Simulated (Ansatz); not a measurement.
Here is the system:

Ti2GeC:
```xyz
8
Lattice="3.0851 0.0000 0.0000 -1.5426 2.6718 0.0000 0.0000 0.0000 12.9043" Properties=species:S:1:pos:R:3 pbc="T T T"
Ti     1.5426     0.8906     7.6044
Ti     0.0000     1.7812     5.2998
Ti     0.0000     1.7812     1.1523
Ti     1.5426     0.8906    11.7520
Ge     1.5426     0.8906     3.2261
Ge     0.0000     1.7812     9.6782
C      0.0000     0.0000     6.4521
C      0.0000     0.0000     0.0000
```

This is the r²SCAN-relaxed structure.

Problem. All from r²SCAN in the plane-wave PAW code Ansatz, unless another level is named. Predict the electronic character.

Solution. metallic (no gap).

Problem. Predict the density of states at the Fermi level.

Solution. 0.35 states/eV per atom (mean over ±0.08 eV).

Problem. Give the formation energy from the elements (no fitted shifts).

Solution. -0.89 eV/atom.

Space group P6_3/mmc. The workflow started from a Materials Project entry (that database holds measured and hypothetical structures alike); the Crystallography Open Database copy checked does not list it. Its standing as an ambient phase is unchecked. The r²SCAN relaxation kept the symmetry of its start; whether a distortion lowers the energy is not shown. The run is not spin-polarised. The references are the lowest solids computed at this level, not always the standard phases. Scalar-relativistic: spin–orbit coupling is off unless named, which matters more the heavier the elements.

Potentials: the later of the program's two PAW sets.
